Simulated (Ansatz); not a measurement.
Input:

Relaxed BAs (zinc blende):

```xyz
2
Lattice="0.0000 2.3920 2.3920 2.3920 0.0000 2.3920 2.3920 2.3920 0.0000" Properties=species:S:1:pos:R:3 pbc="T T T"
As     3.5879     3.5879     3.5879
B      0.0000     0.0000     0.0000
```

In each cell atom 1 (As, nearest neighbour B at 2.071 Å; its periodic images, 3.4 Å or more away, move with it) moves by s·(0.707, 0.707, 0.000) (along Cartesian [110]), the rest being held.

Level of theory: r2SCAN (plane waves to 500 eV, PAW, scalar-relativistic; Ansatz, a quantum-chemistry and plane-wave program). k mesh 10×10×10 (Γ-centred), Fermi-Dirac smearing 0.05 eV. E stands for the smeared free energy. As the smearing reaches across the gap at some points, energies and forces of such displacements shift with the k mesh and the smearing. BAs was relaxed with its symmetry unable to fall. ΔE is measured from the undisplaced structure.

The scan covers s from -0.410 to 0.410 Å in 11 points.

**Question.** Is the energy the same for equal positive and negative displacements?

**Answer.** Even: the same for both signs. With its periodic images moving along, the atom's site symmetry in this cell is -43m.

**Question.** What is the force constant k = d²E/ds² of this move at s = 0?

**Answer.** 16.9 eV/Å².

(For displaced atoms, the force is minus the slope of the energy, and its curvature is a force constant, which sets phonon frequencies.)
